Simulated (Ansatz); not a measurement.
Li$_{2}$MgNb$_{4}$O$_{12}$ in space group P1 (No. 1; Pearson symbol aP19), the program Ansatz at the r²SCAN level (PAW). The conduction-band minimum lies at X, with 1 equivalent valley. Second derivatives d²E/dk² of the lowest band at one valley (eV·Å²), along Cartesian directions:

```csv
direction,d²E/dk²
[100],5.260
[010],8.911
[001],3.656
[110],2.974
[101],2.498
[011],4.723
```

Question: Find the principal effective masses, the density-of-states mass and the conductivity mass.

Answer: Off-diagonal terms follow from H_xy = H[110] − (H_xx + H_yy)/2, and m*/mₑ = 7.620 eV·Å² over each eigenvalue: 0.66, 1.3, 13. One valley's DOS mass (m₁m₂m₃)^(1/3) = 2.3, conductivity mass 3/(Σ 1/mᵢ) = 1.3 mₑ.

Question: What effective density of states Nc follows at 300 K for parabolic valleys?

Answer: Nc = 2.509e19 × 1 × (2.3)^(3/2) ≈ 8.8e19 cm⁻³.

The start of the workflow was typed in or built on a structure type; neither database checked (COD, Materials Project) lists it. Its standing as an ambient phase is unchecked. The r²SCAN relaxation kept the symmetry of its start; whether a distortion lowers the energy is not shown. No spin polarisation was allowed. Scalar-relativistic: spin–orbit coupling is off unless named, which matters more the heavier the elements.

Potentials: the later of the program's two PAW sets.

Edges and masses are those of Kohn–Sham bands, whose gap is no quasiparticle gap.
